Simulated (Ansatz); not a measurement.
Al:
```cif
data_Al
_chemical_formula_sum 'Al1'
_space_group_name_H-M_alt 'P 1'
_space_group_IT_number 1
_cell_length_a 2.81589
_cell_length_b 2.81589
_cell_length_c 2.81589
_cell_angle_alpha 60.000
_cell_angle_beta 60.000
_cell_angle_gamma 60.000
loop_
_space_group_symop_operation_xyz
  'x, y, z'
loop_
_atom_site_label
_atom_site_type_symbol
_atom_site_fract_x
_atom_site_fract_y
_atom_site_fract_z
_atom_site_occupancy
Al1 Al 0.00000 0.00000 0.00000 1
```

Relaxed with PBE+D3(BJ).

Task: Which orbitals make up the states near the Fermi level in plane-wave PAW PBE+D3(BJ) (Ansatz code)?

Result: Within 0.5 eV of the Fermi level: Al 3p 65 %, Al 3s 30 %, outside the projected shells 6 %. Projections are on Löwdin-orthogonalised atomic valence shells; empty p or d shells of many metals are not among them.

Task: Tabulate the density of states.

Result: States/eV per cell of 1 atom, in 0.25 eV bins, energy from the Fermi level.

```tsv
E (eV)	total	Al 3p	Al 3s
-7.85	0.22	0.15	0.07
-7.60	0.22	0.15	0.07
-7.35	0.23	0.16	0.07
-7.10	0.24	0.17	0.07
-6.85	0.25	0.17	0.07
-6.60	0.25	0.18	0.08
-6.35	0.26	0.18	0.08
-6.10	0.27	0.19	0.08
-5.85	0.28	0.19	0.08
-5.60	0.28	0.20	0.08
-5.35	0.29	0.21	0.08
-5.10	0.30	0.22	0.08
-4.85	0.32	0.24	0.08
-4.60	0.31	0.23	0.08
-4.35	0.30	0.23	0.07
-4.10	0.31	0.22	0.08
-3.85	0.33	0.23	0.10
-3.60	0.33	0.23	0.10
-3.35	0.35	0.25	0.10
-3.10	0.37	0.27	0.10
-2.85	0.38	0.27	0.10
-2.60	0.36	0.26	0.10
-2.35	0.36	0.26	0.09
-2.10	0.34	0.24	0.09
-1.85	0.32	0.22	0.09
-1.60	0.35	0.25	0.09
-1.35	0.36	0.25	0.10
-1.10	0.38	0.26	0.11
-0.85	0.41	0.28	0.11
-0.60	0.38	0.26	0.10
-0.35	0.35	0.25	0.09
-0.10	0.36	0.23	0.11
0.15	0.40	0.25	0.13
0.40	0.41	0.26	0.13
0.65	0.42	0.27	0.13
0.90	0.41	0.26	0.12
1.15	0.41	0.26	0.12
1.40	0.41	0.26	0.11
1.65	0.42	0.26	0.12
1.90	0.43	0.26	0.12
2.15	0.43	0.26	0.13
2.40	0.43	0.26	0.13
2.65	0.44	0.27	0.13
2.90	0.45	0.27	0.13
3.15	0.45	0.27	0.13
3.40	0.46	0.27	0.12
3.65	0.47	0.28	0.12
3.90	0.47	0.28	0.12
4.15	0.48	0.29	0.12
4.40	0.49	0.29	0.12
4.65	0.49	0.30	0.11
```

Space group Fm-3m (fcc (Cu type)). The PBE+D3(BJ) relaxation kept the symmetry of its start. The pairwise dispersion correction was not fitted to metals.

Potentials: the later of the program's two PAW sets.
